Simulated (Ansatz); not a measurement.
An Ansatz (a program for electronic structure) run. Input:

Ansatz 0.2 input:
```yaml
crystal:
  lattice:
    - [3.8796790466, 0.0, 0.0]
    - [0.0, 3.8796790466, 0.0]
    - [0.0, 0.0, 3.7047982721]
  atoms:
    - { symbol: Co, position: [0.5, 0.5, 0.0], spin: -1.99 }
    - { symbol: Pt, position: [0.0, 0.5, 0.5], spin: -0.17 }
    - { symbol: Pt, position: [0.5, 0.0, 0.5], spin: -0.17 }
    - { symbol: Cr, position: [0.0, 0.0, 0.0], spin: 3.44 }
kpoints:
  mp_grid: { grid: [11, 11, 11] }
hamiltonian:
  xc: r2scan
  pseudopotentials: { kind: paw }
magnetization: { spin_polarized: true }
scf:
  occupations: { method: gaussian, width: 0.1 }
checkpoint: { read: metal.run }
output: { write_density: true, elf: true, volumetric_format: npy }
basis: { fft_grid_basis: typed }
```

Output (shortened):

```
Pseudopotential: Co, paw, valence charge 17
Pseudopotential: Pt, paw, valence charge 18
Pseudopotential: Cr, paw, valence charge 14
Functional definition: r2SCAN
Crystal: 4 atoms, lattice volume = 55.764 Å³
Basis set: ecut = 500 eV, 1413 PW (Γ), exchange–correlation on 120×120×120 points (64 copies of the dense FFT grid, shifted against one another)
Bands: 44, of which v1, the nominal top of the filled ones, is band 34 counted from 1 (33 counted from 0)
Symmetry: 16 space group operations
Space group: P4/mmm (ITA 123), of the structure as read, at distance tolerance 3.8e-5 Å
k-points: 126 of 1331
Stability of the state it starts from, as read at its close in the collinear treatment (another_mixer)
Starting moments: Σ|m| = 5.77 μB on 4 of 4 sites; this step starts from the density that it was given
iter 1 solved again at ethr=3.60e-8 eV; its pass at ethr=3.10e-3 eV (dr2=2.41e-5 eV) is discarded
SCF iter   1: F=—  HF=-33588.968513 eV  |F-HF|=—  |Δ(HF+E_count)|=         —  Δρ=8.18e-7 (↑3.54e-7 ↓8.18e-7)  dr2=3.67e-10  dr2_τ=5.18e-12  dr2_m=6.79e-11  M=1.189 μB ∫|m|=5.855 μB  β_m=1.20  ethr=3.60e-8  ⟨swp⟩=4.0  Hψ=69201  notcnv=0
preconditioner: auto → Kerker (q_TF=auto, 2.813 Å⁻¹)
spin=Collinear: Kerker preconditioning applied to the charge; magnetization (m = ρ↑ − ρ↓) channel mixes plain (no charge-response kernel on spin).
SCF iter   2: F=-33588.968513 eV  HF=-33588.968513 eV  |F-HF|=1.14e-9  |Δ(HF+E_count)|=   6.47e-8  Δρ=9.28e-7 (↑9.28e-7 ↓8.20e-7)  dr2=1.29e-9  dr2_τ=6.62e-12  dr2_m=2.05e-11  M=1.189 μB ∫|m|=5.855 μB  ethr=1.00e-12  ⟨swp⟩=6.3  Hψ=39703  notcnv=0
SCF 1 converged in 2 iterations: F = -33588.968513 eV  dr2 = 1.29e-9
Stability not checked (another_mixer)
SCF converged after 2 iterations
Magnetization: 1.1891 μB (34.0945 up, 32.9055 down)
Absolute magnetization: 5.8610 μB (∫|ρ↑−ρ↓|, with the PAW one-centre terms)
Spin contamination: 2.2524 ħ² per cell (⟨S²⟩ above its minimum at these occupations)
Per-site moments (μB) at R_I (Å): [(-2.0153271245959044, 1.1064200412850225), (-0.1384895058413222, 1.1064200412850225), (-0.13848950584132175, 1.1064200412850225), (3.1729740273167106, 1.1064200412850225)]
Free energy (F): -33588.968513 eV
Harris-Foulkes:  -33588.968513 eV  (|F-HF|=1.14e-9)
Internal energy: -33588.957488 eV  (E = F + TS)
E sigma→0 (E₀):  -33588.963001 eV
Entropy (-TS):   -0.011025 eV (-2.756 meV/atom)
Fermi energy:    20.350269 eV
--- Per-component energies (eV) ---
  E_band       = -796.414038
  E_kinetic    = 2069.189694
  E_local      = -7327.649485  (includes V_loc(G=0)·N_el)
  E_nonlocal   = 945.380440
  E_hartree    = 2953.762180
  E_xc         = -794.998899
  E_vxc        = -1104.747369  (∫ρ·V_xc dr)
  E_paw        = -21691.008223  (= ΣΔE_a)
  E_vpaw       = -1356.888837  (= ΣTr[D̂ρ^β])
  E_aug_tail   = 0.000545  (compensation charges beyond the density's cutoff)
  E_vtau       = 70.774928  (kinetic-family band-sum trace: ∫τ·v_τ [+ j·A + Jᵃ·Aᵃ] dr)
  E_ewald      = -9742.603218
  E_core_change = -1.030522  (= ΣΔE_core)
  E_smearing   = -0.011025  (= −TS)
  E_closure    = 0.000000  (closes the sum)
  Σ components = -33588.968513   (vs F -33588.968513, Δ=0.00e0)
  [band-id]    e_kinetic+e_local+e_nonlocal+2·e_hartree+e_vxc+e_vpaw+e_augmentation_tail+e_vtau = -796.415724   (vs E_band -796.414038, Δ=-1.69e-3)
--- Band table (eV; the first three rows and the last of 252) ---
  k-point 0 ↑: bands = ["-80.4551", "-80.4252", "-76.9724", "-55.7731", "-38.9010", "-38.9010", "-38.8097", "-34.1858", "-34.1858", "-34.0459", "-33.9854", "-33.9060", "-33.9060", "-25.9344", "-25.9344", "-25.9177", "10.2460", "13.1573", "13.8579", "14.0174", …
  k-point 1 ↑: bands = ["-80.4551", "-80.4252", "-76.9724", "-55.7731", "-38.9009", "-38.9009", "-38.8097", "-34.1857", "-34.1857", "-34.0464", "-33.9860", "-33.9060", "-33.9060", "-25.9348", "-25.9348", "-25.9190", "10.3575", "13.2143", "13.9003", "14.0478", …
  k-point 2 ↑: bands = ["-80.4550", "-80.4251", "-76.9724", "-55.7730", "-38.9006", "-38.9006", "-38.8096", "-34.1855", "-34.1855", "-34.0480", "-33.9877", "-33.9059", "-33.9059", "-25.9358", "-25.9358", "-25.9225", "10.6810", "13.3741", "14.0169", "14.1329", …
  k-point 125 ↓: bands = ["-80.5399", "-80.5393", "-80.1748", "-51.5539", "-42.0068", "-42.0068", "-41.9620", "-34.3932", "-34.3154", "-34.1354", "-34.1342", "-34.0618", "-33.9950", "-21.7895", "-21.6644", "-21.6644", "13.5256", "13.6018", "13.6725", …
```

Cost: around 50 core-seconds (rough) on shared cores.

The workflow started from an entry of the Crystallography Open Database (COD). Its standing as an ambient phase is unchecked. The cell was relaxed with r²SCAN under the symmetry of its start, as lowered by the spin order; whether a distortion lowers the energy is not shown. Spin order of the final state: ferrimagnetic, chosen from 4 collinear starts compared on coarse meshes (ties went to the first, and starts can fall back to one state), not a proven ground state. Other orbital occupations within this spin state were not tried. For itinerant 3d metals, meta-GGAs of the SCAN family and hybrids are commonly reported to give too large moments. Point labels and valley counts follow the cell and symmetry of the run, lower than the named group. Spin–orbit coupling is left out wherever it is not named.

Potentials: the later of the program's two PAW sets.

Ansatz is a plane-wave DFT program.
